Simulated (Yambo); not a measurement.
## Convergence of the G0W0 gap of Ba₂NF

G0W0@LDA for Ba2NF (space group R-3m, No. 166) in Yambo. Reference settings: 4×4×4 Γ-centred k mesh, 134 bands and a 7 Ry block in the screening, 134 bands in G with the Bruneval-Gonze terminator, plasmon pole fitted at 27.2 eV. The LDA gap F → F on this mesh is 0.72 eV; G0W0 gaps are taken between the same points.

```
change from the reference                   G0W0 gap F → F (eV)  shift of the valence edge (eV)
------------------------------------------  -------------------  ------------------------------
reference settings                                         1.61                           -0.42
33 bands in W, 33 bands in G                               1.86                            0.13
51 bands in W, 51 bands in G                               1.68                           -0.08
33 bands in W, 33 bands in G, 4 Ry block                   1.84                            0.14
33 bands in W, 33 bands in G, 2 Ry block                   1.85                            0.13
51 bands in W, 51 bands in G, 6 Ry block                   1.66                           -0.06
51 bands in W, 51 bands in G, 4 Ry block                   1.63                           -0.02
51 bands in W, 51 bands in G, 2 Ry block                   1.60                            0.03
51 bands in W, 51 bands in G, 3 Ry block                   1.60                            0.01
75 bands in W, 75 bands in G, 2 Ry block                   1.48                           -0.08
75 bands in W, 75 bands in G, 4 Ry block                   1.55                           -0.18
75 bands in W, 75 bands in G, 3 Ry block                   1.50                           -0.13
104 bands in W, 104 bands in G, 3 Ry block                 1.45                           -0.19
104 bands in W, 104 bands in G, 2 Ry block                 1.44                           -0.13
2×2×2 mesh                                                 1.46                           -0.23
```

The reference isn't shown to be the converged limit.

Geometry relaxed with LDA; primitive cell a = 6.850 Å, b = 6.850 Å, c = 6.850 Å, α = 33.10°, β = 33.10°, γ = 33.10°.

The structure is a Materials Project entry; no match was found in the copy of COD used, and its stability was not checked.

A shift is the quasiparticle energy of the state minus its LDA energy.
